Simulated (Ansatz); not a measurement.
## Density of states of TaRu

```cif
data_structure
_symmetry_space_group_name_H-M 'P 1'
_symmetry_Int_Tables_number 1
_cell_length_a 3.0530
_cell_length_b 3.0530
_cell_length_c 3.3890
_cell_angle_alpha 90.000
_cell_angle_beta 90.000
_cell_angle_gamma 90.000
_cell_volume 31.59
loop_
_atom_site_label
_atom_site_type_symbol
_atom_site_fract_x
_atom_site_fract_y
_atom_site_fract_z
_atom_site_occupancy
Ta1 Ta 0.50000 0.50000 0.50000 1
Ru1 Ru 0.00000 0.00000 0.00000 1
```

The runs use the primitive cell with vectors (3.053, 0.000, 0.000), (0.000, 3.053, 0.000), (0.000, 0.000, 3.389) Å, to which the k mesh refers.

The conventional cell has a = 3.053 Å, b = 3.053 Å, c = 3.389 Å, α = 90.00°, β = 90.00°, γ = 90.00°. Ta (atom 1) has 8 Ru at 2.74 Å and 4 Ta at 3.05 Å as nearest neighbours. Ru (atom 2) has 8 Ta at 2.74 Å and 4 Ru at 3.05 Å as nearest neighbours.

The geometry is COD entry 1523017, unchecked; take it as a test cell.

Spin polarisation is left out, and whether a magnetic state lies lower isn't shown here.

No spin–orbit coupling, which matters for the heavy atoms here.

These are results of DFT, LDA, all-electron LAPW, scalar-relativistic (Ansatz 0.2.0), not measurements.

Numerical set-up: a Γ-centred 11×11×10 k mesh, Fermi–Dirac smearing of 0.05 eV, basis error target 0.5 meV/atom, no spin polarisation.

(1) Where is the centre of the filled Ru 4d states between -14 eV and the top of the filled states?

(2) Tabulate the density of states.

## Answers

(1) -3.10 eV from the Fermi level.

(2) States per eV and cell, averaged over 0.6 eV, from -5.8 to 3.6 eV, with energies (bin centres) from the Fermi level; empty bins are left out. The partial columns, the largest 5 alone, are projections on Löwdin-orthogonalised atomic shells (those that the program's projection atoms carry: the occupied ones and, for some elements, an empty d or f shell; other empty shells have no column), summed over atoms of an element. Weights on diffuse s and p shells depend on that basis and aren't pure angular character.
| E (eV) | total | Ru 4d | Ta 5d | Ru 5s | Ta 6s | Ta 5p |
| --- | --- | --- | --- | --- | --- | --- |
| -5.6 | 1.58 | 0.61 | 0.43 | 0.16 | 0.34 | 0.01 |
| -5.0 | 2.22 | 1.12 | 0.73 | 0.14 | 0.19 | 0.01 |
| -4.4 | 2.47 | 1.35 | 0.88 | 0.16 | 0.05 | 0.02 |
| -3.8 | 2.34 | 1.57 | 0.68 | 0.04 | 0.01 | 0.02 |
| -3.2 | 2.94 | 1.96 | 0.88 | 0.04 | 0.02 | 0.01 |
| -2.6 | 3.31 | 2.21 | 0.81 | 0.14 | 0.07 | 0.02 |
| -2.0 | 2.61 | 1.54 | 0.74 | 0.09 | 0.13 | 0.01 |
| -1.4 | 1.19 | 0.74 | 0.27 | 0.05 | 0.06 | 0.01 |
| -0.8 | 0.63 | 0.28 | 0.24 | 0.03 | 0.03 | 0.00 |
| -0.2 | 1.72 | 0.77 | 0.77 | 0.05 | 0.06 | 0.00 |
| 0.4 | 2.54 | 1.01 | 1.38 | 0.03 | 0.05 | 0.00 |
| 1.0 | 2.39 | 0.90 | 1.33 | 0.05 | 0.03 | 0.00 |
| 1.6 | 2.65 | 0.79 | 1.57 | 0.14 | 0.02 | 0.00 |
| 2.2 | 1.35 | 0.30 | 0.89 | 0.10 | 0.02 | 0.00 |
| 2.8 | 1.11 | 0.19 | 0.82 | 0.04 | 0.03 | 0.00 |
| 3.4 | 1.69 | 0.30 | 1.23 | 0.05 | 0.06 | 0.00 |
